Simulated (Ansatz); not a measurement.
# Ansatz run, YGe2Rh2

input.yaml (Ansatz 0.2.0)

```yaml
crystal:
  lattice:
    - [0.0, 4.139562, 0.0]
    - [4.139562, 0.0, 0.0]
    - [2.069781, 2.069781, -5.148978]
  atoms:
    - { symbol: "Y", position: [0.0, 0.0, 0.0] }
    - { symbol: Ge, position: [0.378, 0.378, 0.244] }
    - { symbol: Ge, position: [0.622, 0.622, 0.756] }
    - { symbol: Rh, position: [0.75, 0.25, 0.5] }
    - { symbol: Rh, position: [0.25, 0.75, 0.5] }
  symmetry: { tolerance: 0.0003 }
kpoints:
  mp_grid: { grid: [9, 9, 9], shift: [0, 0, 0] }
  band_path:
    path:
      - [0.0, 0.0, 0.0]
      - [0.5, 0.5, 0.5]
      - [0.5, 0.5, 0.25]
      - [0.0, 0.5, 0.0]
      - [0.0, 0.0, 0.0]
      - [0.0, 0.0, -0.5]
      - [0.0, 0.41920644, -0.29039678]
      - [0.0, 0.58079356, 0.29039678]
      - [0.0, 0.0, 0.0]
      - [0.5, 0.5, 0.5]
      - [0.41920644, 0.58079356, 0.5]
    npoints: 6
magnetization:
  spin_polarized: false
scf:
  occupations: { method: fermi_dirac }
  lower_state_search: "off"
  max_iter: 200
hamiltonian:
  pseudopotentials: { kind: paw }
  xc: r2scan
basis:
  ecutwfc: 500
  fft_grid_basis: typed
output:
  forces: true
  stress: true
  eigenvalues: true
  bader: true
  populations: true
  elf: true
  write_potential: true
  volumetric_format: npy
  dos:
    e_range: [-12, 8]
    de: 0.05
    projected: { site_lists: { Ge: [Ge], Rh: [Rh], "Y": ["Y"] } }
checkpoint:
  read: saved_state
```

The saved state is an earlier solution for the same cell, perhaps on another mesh. 

Excerpt of what it printed:

```
Pseudopotentials: kind: paw
Pseudopotential: Y, paw, valence charge 11, recommended cutoff 500 eV (meta_gga), Y.paw.azcp
Pseudopotential: Ge, paw, valence charge 14, recommended cutoff 500 eV (meta_gga), Ge.paw.azcp
Pseudopotential: Rh, paw, valence charge 17, recommended cutoff 500 eV (meta_gga), Rh.paw.azcp
Functional definition: r2SCAN
  exchange = r2scan_x(k0 = k0, k1 = k1, a1 = a1)
  correlation = r2scan_c
Crystal: 5 atoms, lattice volume = 88.233 Å³
Basis set: ecut = 500 eV, 2243 PW (Γ), exchange–correlation on 128×128×180 points (64 copies of the dense FFT grid, shifted against one another)
Bands: 44, of which v1, the nominal top of the filled ones, is band 37 counted from 1 (36 counted from 0)
Symmetry: 16 space group operations
Space group: I4/mmm (ITA 139), of the structure as read, at distance tolerance 1.3e-3 Å
k-points: 75 of 729
Initial density: read from a saved state, or passed on in memory by an earlier SCF of this step, an earlier step, the calling program or the single point that the run made first
Functional: x = r2scan, c = r2scan; τ floored in thin density (d = 2e-4 eV/Å³)
SCF iter   1: F=-25300.9129 eV  Δρ=1.47e-3  dr2=1.42e-3  dr2_τ=3.89e-3
SCF iter   2: F=-25300.9143 eV  Δρ=7.03e-4  dr2=1.28e-4  dr2_τ=9.59e-5
SCF iter   3: F=-25300.9143 eV  Δρ=3.99e-4  dr2=5.25e-5  dr2_τ=2.00e-5
SCF iter   4: F=-25300.9144 eV  Δρ=1.95e-4  dr2=1.47e-5  dr2_τ=4.91e-6
SCF iter   5: F=-25300.9144 eV  Δρ=4.69e-5  dr2=1.31e-6  dr2_τ=2.19e-7
SCF iter   6: F=-25300.9144 eV  Δρ=1.12e-5  dr2=6.67e-8  dr2_τ=5.83e-9
Free energy (F): -25300.9144 eV
Harris-Foulkes:  -25300.9144 eV  (|F-HF|=2.65e-7)
Internal energy: -25300.8375 eV  (E = F + TS)
E sigma→0 (E₀):  -25300.8759 eV
Entropy (-TS):   -0.0769 eV (-15.380 meV/atom)
Fermi energy:    15.4212 eV
--- Forces (eV/Å), atoms counted from 1 ---
  atom   1  Y      0.0000     0.0000     0.0000
  atom   2  Ge     0.0000     0.0000    -0.1612
  atom   3  Ge     0.0000     0.0000     0.1612
  atom   4  Rh     0.0000     0.0000     0.0000
  atom   5  Rh     0.0000     0.0000     0.0000
--- Stress (GPa, compression-positive) ---
       -2.3978       0.0000       0.0000
        0.0000      -2.3978       0.0000
        0.0000       0.0000      -1.7017
  P = ⅓ Tr σ = -2.1658 GPa (-21.658 kbar)
--- Löwdin populations: 5 sites ---
  site symbol       q [e]
     0      Y     10.3923
     1     Ge     14.2876
     2     Ge     14.2876
     3     Rh     16.8627
     4     Rh     16.8627
  spilling = 0.0042 (of n_electrons = 73.0000)
--- Bader charges: 5 sites ---
  site symbol  charge [e]  shift [e]
     0      Y      1.7802     0.0000
     1     Ge     -0.1911     0.0009
     2     Ge     -0.1911     0.0009
     3     Rh     -0.6990     0.0009
     4     Rh     -0.6990     0.0009
```

Absolute energies hang on the potentials; compare differences alone.

Origin: a database entry at a rescaled volume.
